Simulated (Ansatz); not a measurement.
**fluorite-structured GdSe₂**

Level of theory: DFT, PBEsol, scalar-relativistic, collinear spin; plane waves to 420 eV with PAW datasets (Ansatz 0.2.0), Γ-centred 8×8×8 mesh, 0.05 eV Gaussian smearing; PAW files: Ansatz's generated set soft_2.

```cif
data_structure
_symmetry_space_group_name_H-M 'Fm-3m'
_symmetry_Int_Tables_number 225
_cell_length_a 6.7914
_cell_length_b 6.7914
_cell_length_c 6.7914
_cell_angle_alpha 90.000
_cell_angle_beta 90.000
_cell_angle_gamma 90.000
_cell_volume 313.25
loop_
_atom_site_label
_atom_site_type_symbol
_atom_site_symmetry_multiplicity
_atom_site_Wyckoff_symbol
_atom_site_fract_x
_atom_site_fract_y
_atom_site_fract_z
_atom_site_occupancy
Gd1 Gd 4 a 0.00000 0.00000 0.00000 1
Se1 Se 8 c 0.25000 0.75000 0.75000 1
```

This is a trial structure made by placing the elements on a prototype's sites, so it needn't be the stable form.

Magnetic state: ferromagnetic, site spin moments Gd 6.88; Se -0.09 μB.

Problem. Which orbitals carry the states at the Fermi level, and how many states are there?

Solution. Within 0.1 eV of it: Se 4p 80 %, Gd 5d 9 %, Gd 4f 9 % (shares among the projected shells). The density of states at the Fermi level is about 2.8 states/eV per cell, averaged over 0.3 eV.

Density of states (tetrahedra, averaged over 0.3 eV; states/eV per cell of 3 atoms; energy in eV from the Fermi level; projections on Löwdin-orthogonalised atomic orbitals, summed over sites):

| E | total | Se 4p | Gd 4f up | Gd 4f down | Gd 5d up | Gd 5d down |
| --- | --- | --- | --- | --- | --- | --- |
| -4.90 | 0.0 | 0.0 | 0.0 | 0.0 | 0.0 | 0.0 |
| -4.60 | 0.1 | 0.1 | 0.0 | 0.0 | 0.0 | 0.0 |
| -4.30 | 0.8 | 0.5 | 0.1 | 0.0 | 0.0 | 0.0 |
| -4.00 | 2.0 | 0.9 | 0.8 | 0.0 | 0.0 | 0.1 |
| -3.70 | 22.9 | 1.3 | 21.3 | 0.0 | 0.2 | 0.1 |
| -3.40 | 3.9 | 2.6 | 0.4 | 0.0 | 0.3 | 0.3 |
| -3.10 | 4.9 | 3.6 | 0.3 | 0.0 | 0.4 | 0.4 |
| -2.80 | 3.5 | 2.6 | 0.1 | 0.0 | 0.3 | 0.3 |
| -2.50 | 2.9 | 2.2 | 0.1 | 0.0 | 0.2 | 0.2 |
| -2.20 | 2.1 | 1.6 | 0.0 | 0.0 | 0.2 | 0.1 |
| -1.90 | 0.9 | 0.7 | 0.0 | 0.0 | 0.0 | 0.1 |
| -1.60 | 2.3 | 1.9 | 0.0 | 0.0 | 0.1 | 0.1 |
| -1.30 | 2.4 | 2.0 | 0.0 | 0.0 | 0.1 | 0.1 |
| -1.00 | 2.3 | 1.9 | 0.0 | 0.1 | 0.1 | 0.1 |
| -0.70 | 2.5 | 2.0 | 0.0 | 0.1 | 0.2 | 0.1 |
| -0.40 | 4.1 | 3.2 | 0.0 | 0.1 | 0.4 | 0.2 |
| -0.10 | 3.1 | 2.4 | 0.0 | 0.2 | 0.1 | 0.2 |
| 0.20 | 1.8 | 1.4 | 0.0 | 0.2 | 0.1 | 0.0 |
| 0.50 | 0.4 | 0.3 | 0.0 | 0.0 | 0.0 | 0.0 |
| 0.80 | 0.3 | 0.3 | 0.0 | 0.0 | 0.0 | 0.0 |
| 1.10 | 0.2 | 0.2 | 0.0 | 0.0 | 0.0 | 0.0 |
| 1.40 | 19.4 | 0.2 | 0.0 | 18.9 | 0.0 | 0.1 |
| 1.70 | 3.3 | 0.3 | 0.0 | 2.9 | 0.0 | 0.1 |
| 2.00 | 0.7 | 0.2 | 0.0 | 0.4 | 0.0 | 0.0 |
| 2.30 | 0.3 | 0.0 | 0.0 | 0.0 | 0.2 | 0.0 |
| 2.60 | 1.3 | 0.1 | 0.0 | 0.0 | 0.9 | 0.1 |
| 2.90 | 2.9 | 0.2 | 0.0 | 0.0 | 2.2 | 0.2 |
| 3.20 | 3.1 | 0.2 | 0.0 | 0.0 | 1.8 | 0.8 |
| 3.50 | 2.9 | 0.2 | 0.0 | 0.0 | 0.5 | 1.9 |
| 3.80 | 1.8 | 0.1 | 0.0 | 0.0 | 0.0 | 1.5 |
| 4.10 | 1.8 | 0.1 | 0.0 | 0.0 | 0.5 | 0.9 |

Without a U the 4f levels of Gd lie too near the Fermi level, so their share of the states there, and what hangs on it, is overstated. For elements this heavy, spin–orbit coupling would shift levels and gaps; it isn't included here. The run wasn't fully tested for a lower electronic state. Site moments are of spin, integrated over atomic spheres. A displaced or strained copy of the relaxed cell lay 0.6 meV/atom lower, so on this mesh the structure isn't a minimum; in a metal a finer mesh can change so small a difference. Only parallel moments were tried, so the real magnetic order may be another.
